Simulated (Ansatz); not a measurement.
This run works on a generated trial structure, not on a known crystal.

Input and command of a plane-wave DFT calculation in Ansatz:

```yaml
crystal:
  lattice:
    - [6.6037620007, 0.0, 0.0]
    - [-3.3018810004, 5.7190256532, 0.0]
    - [0.0, 0.0, 3.3633104126]
  atoms:
    - { symbol: Si, position: [0.6666666667, 0.3333333333, 0.0] }
    - { symbol: Si, position: [0.3333333333, 0.6666666667, 0.0] }
    - { symbol: Ag, position: [0.0, 0.0, 0.0] }
    - { symbol: As, position: [0.5, 0.0, 0.5] }
    - { symbol: As, position: [0.0, 0.5, 0.5] }
    - { symbol: As, position: [0.5, 0.5, 0.5] }
basis:
  ecutwfc: 420
kpoints:
  mp_grid: { grid: [6, 6, 12] }
hamiltonian:
  xc: pbe
scf:
  occupations: { method: gaussian, width: 0.1 }
output:
  forces: true
  stress: true
  eigenvalues: true
  write_density: true
  write_potential: true
  elf: true
  volumetric_format: npy
relax:
  adjacent_minimum: "off"
  f_tol: 0.01
  max_steps: 80
  cell: { stress_tol: 0.05 }
```

```bash
ansatz run input.yaml --threads 1 --pin off --max-ram 2560MiB --backend cpu --events-out ev --progress --plain --runs-dir out
```

Processor: Intel(R) Xeon(R) Processor @ 2.50GHz (Skylake/Cascade Lake), 1 thread, on a host shared with other jobs.

Question: How long does it run, and how much memory does it take?

Answer: About 4 min, peak memory 0.56 GiB. It solves 44 bands at 49 k points (after reduction by symmetry) with about 2483 plane waves (on the last cell), in 44 SCF iterations over 7 ionic steps.
